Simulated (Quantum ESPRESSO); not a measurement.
## One change at a time to GaPd3Ru3Sn

Calculated results; nothing here was measured. They come from Quantum ESPRESSO 7.5, a public plane-wave density functional program. Each row is one single-point run on a made-up periodic cell of eight metal atoms, with elements, volume, strain and displacements drawn at random and not relaxed, so a cell may be unstable or far from any real phase. There is no spin polarisation or spin-orbit coupling.

Settings: PBE unless stated; PseudoDojo standard norm-conserving files; Fermi-Dirac width 0.25 eV, which means electrons at about 2900 K; cutoff 1252 eV; 8 x 4 x 4 k mesh shifted half a step off Gamma. E is the free energy of the whole cell (internal energy minus TS), so a -TS column is already part of it. Stress is positive in tension, and the pressure P is minus a third of its trace.

Checks: one run of this series was repeated at a higher cutoff and on a denser mesh, which moved values by no more than 0.006 eV, 0.07 GPa and 0.005 eV/Å, and a second program with other atomic files agreed on it to 2 % rms in force and 0.5 GPa in pressure. Known limits: the copper pseudopotential is less sure than most, with forces differing by about three percent and pressure by about two GPa from a second method on plain copper; the tin pseudopotential is less sure than most, with forces differing by about three percent from a second method on plain tin; a spin test at this wide smearing found no moment, but such smearing suppresses magnetism that the real alloy may have.

The lattice is hexagonal close-packed, and the cell vectors in Å are (-2.865, 0.021, -0.013); (-0.057, 4.961, -4.592); (0.015, -4.974, -4.607), a volume of 130.89 Å³ in run 1. The elements on sites 1 to 8 are Pd Pd Ru Ru Sn Ga Ru Pd. Each later run makes one change to run 1 and keeps the rest. E is counted from run 1, and is n/a where other atomic files have another zero of energy.

```
run                           change  V (Å³)  P (GPa)  -TS (eV)  rms force (eV/Å)  largest change of a force component (eV/Å)  E (eV)
  1                             none  130.89    -9.02    -1.745             0.557                                       0.000   0.000
  2          sites 1 and 5 exchanged  130.89    -8.11    -1.857             0.747                                       2.597   0.391
  3    all lengths scaled by -0.59 %  128.59    -6.55    -1.704             0.573                                       0.069       ?
  4           PBEsol in place of PBE  130.89   -16.33    -1.744             0.571                                       0.084     n/a
  5                     Cu on site 8  130.89   -10.99    -1.683             0.560                                       0.362     n/a
  6  site 7 moved by -0.22 Å along y  130.89    -8.28    -1.803             0.668                                       1.212   0.309
```

## Worked estimate

Along a uniform scaling dE = -P dV. The mean of the two pressures is -7.785 GPa and the volume changes by -2.30 Å³, with 160.2 GPa to one eV/Å³. The same two rows give -V dP/dV = 139 GPa for this cell with clamped atoms, which is not the bulk modulus of a real alloy.

## Withheld value

Question: what E should run 3 give?

The estimate is -0.112 eV. The calculation gave -0.112 eV.
